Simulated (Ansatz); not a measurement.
**Cd$_{2}$TeS: computed property card**

Cd2TeS:
```xyz
4
Lattice="4.3931 0.0000 0.0000 -2.1965 3.8045 0.0000 0.0000 0.0000 7.2029" Properties=species:S:1:pos:R:3 pbc="T T T"
Cd     2.1965     1.2682     3.4056
Cd     0.0000     0.0000     0.1782
Te     0.0000     0.0000     4.5409
S      2.1965     1.2682     0.8646
```

Space group P3m1 (No. 156); conventional cell a = 4.393 Å, b = 4.393 Å, c = 7.203 Å, α = 90.00°, β = 90.00°, γ = 120.00°.

Method: r²SCAN in the plane-wave PAW code Ansatz. Geometry: relaxed at this level of theory. Other levels are named where they apply.

**Cell and energy**

| Quantity | Result |
|---|---|
| Volume per atom | 30.10 Å³ |
| Density | 5.30 g/cm³ |
| Formation energy from the elements (no fitted shifts) | -635 meV/atom |

**Electronic structure**

| Item | Result |
|---|---|
| Band gap | 0.48 eV (direct) |
| Valence-band maximum | at Γ |
| Conduction-band minimum | at Γ |
| Electron effective mass | 0.12 mₑ (isotropic) |
| Hole effective mass, band 1 of 2 at the edge | 0.94 along x, 3.0 along z (mₑ) |
| Hole effective mass, band 2 of 2 at the edge | 0.094 along x, 3.0 along z (mₑ) |
| Hole effective mass with spin–orbit coupling | 0.11, 0.11, 3.3 mₑ (principal values) |
| HSE06 gap on the r²SCAN cell | 0.88 eV |
| Gap with spin–orbit coupling | 0.23 eV |

**Mechanics**

| Quantity | Result |
|---|---|
| Bulk modulus (Birch–Murnaghan fit) | 474 kbar |
| Pressure derivative B′ | 4.5 |
| Elastic constants (relaxed ions, GPa) | C11 = 68.2, C12 = 38.7, C13 = 33.3, C14 = 1.7, C33 = 80.4, C44 = 12.1 |
| Mechanical stability | stable (all eigenvalues of C positive) |
| Hill bulk and shear moduli | 47.5 and 14.7 GPa |
| Young's modulus | 40.1 GPa |
| Poisson's ratio | 0.36 |
| Debye temperature from the elastic constants | 180 K |
| Piezoelectric stress constants (proper, relaxed ions, C/m²) | e15 = e24 = 0.10, e16 = e21 = -0.13, e22 = 0.13, e31 = e32 = 0.07, e33 = -0.32 |

**Phonons**

| Property | Value |
|---|---|
| Highest zone-centre frequency (without LO–TO term) | 255 cm^-1 |
| Zone-centre stability | no imaginary mode at Γ |

**Charges**

| Quantity | Result |
|---|---|
| Bader charges | Cd +0.67 to +0.89, Te -0.63, S -0.94 e |

The workflow started from a Materials Project entry (that database holds measured and hypothetical structures alike); the Crystallography Open Database copy checked does not list it. Its standing as an ambient phase is unchecked. Symmetry was held in the r²SCAN relaxation. Signs of piezoelectric constants follow the polarity of the cell as given. The references are the lowest solids computed at this level, not always the standard phases. Scalar-relativistic: spin–orbit coupling is off unless named, which matters more the heavier the elements.

Potentials: the later of the program's two PAW sets.
